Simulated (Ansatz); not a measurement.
Starting cell, Sr (fcc, Cu type):

```
Sr
1.0
    0.00000     6.02891     6.02891
    3.01445     0.00000     3.01445
    3.01445     3.01445     0.00000
Sr
2
Direct
  0.00000   0.00000   0.00000
  0.50000   0.00000   0.00000
```

A phonon eigenvector at L = (0.5, 0.0, 0.0) is frozen into this cell: atom i moves by Q times the vector below, so Q is the largest atomic displacement, in Å. The cell is held. (q is in reciprocal vectors of the primitive cell; the cell shown is doubled to hold the pattern.)

```
atom       x       y       z
----  ------  ------  ------
Sr1   -0.577   0.577   0.577
Sr2    0.577  -0.577  -0.577
```

Computed with PBE (plane waves to 420 eV, PAW, scalar-relativistic; Ansatz, a first-principles code). k mesh 13×13×13 (Γ-centred), Fermi-Dirac smearing 0.05 eV. Energies are smeared free energies. With partly filled bands, energies and forces of such displacements shift with the k mesh and the smearing. Sr was relaxed with its symmetry unable to fall. The PAW data are Ansatz's earlier set. The zero of ΔE is the undisplaced structure. The last digit holds for this mesh only.

```
Q (Å)   ΔE (meV/cell)
------  -------------
-0.180           95.1
-0.150           65.7
-0.120           41.8
-0.090           23.4
-0.060       withheld
-0.030            2.6
0.000             0.0
0.030             2.6
0.060        withheld
0.090            23.4
0.120            41.8
0.150            65.7
0.180            95.1
```

Question: Fit an even polynomial form (powers 2, 4) to the given rows and predict ΔE at Q = 0.060.

Answer: Least squares on the 11 given rows: ΔE = (2878)·Q² + (1772)·Q⁴, in meV/cell with Q in Å; root-mean-square residual 0.02 meV/cell. At 0.060 the fit gives 10.4 meV/cell; the calculation gives 10.4 meV/cell, the same to the digits shown. The quadratic term alone would give 10.4 meV/cell.

(For displaced atoms, the force is minus the slope of the energy, and its curvature is a force constant, which sets phonon frequencies.)
